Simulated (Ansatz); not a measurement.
V₂SiB₂ in space group P-6m2 (No. 187; V on 2h, Si on 1a, B on 1b, B on 1f), the program Ansatz at the r²SCAN level (PAW), all energies at zero smearing, with the estimated change up to a 700 eV cutoff added, with one set of potentials and settings (totals compare only within such a set). Cell of 5 atoms (2 V, 1 Si, 2 B): -6789.611 eV.

| element | reference phase | E (eV/atom) |
|---|---|---|
| V | Im-3m, 1 atoms in the cell | -2917.0517 |
| Si | Fd-3m, 2 atoms in the cell | -639.0665 |
| B | R-3m, 12 atoms in the cell | -156.5545 |

Formation energy per atom, worked out: (-6789.611 − 2×(-2917.0517) − 1×(-639.0665) − 2×(-156.5545))/5 = -0.666 eV/atom (-64 kJ per mol of atoms), at 0 K, without zero-point energy or fitted corrections.

The start of the workflow was typed in or built on a structure type; neither database checked (COD, Materials Project) lists it. Whether it is the stable phase at ambient conditions was not checked. Symmetry was held in the r²SCAN relaxation; whether a distortion lowers the energy is not shown. The workflow began spin-polarised and lost its moments. The references are the lowest solids computed at this level, not always the standard phases.

Potentials: the earlier of the program's two PAW sets.
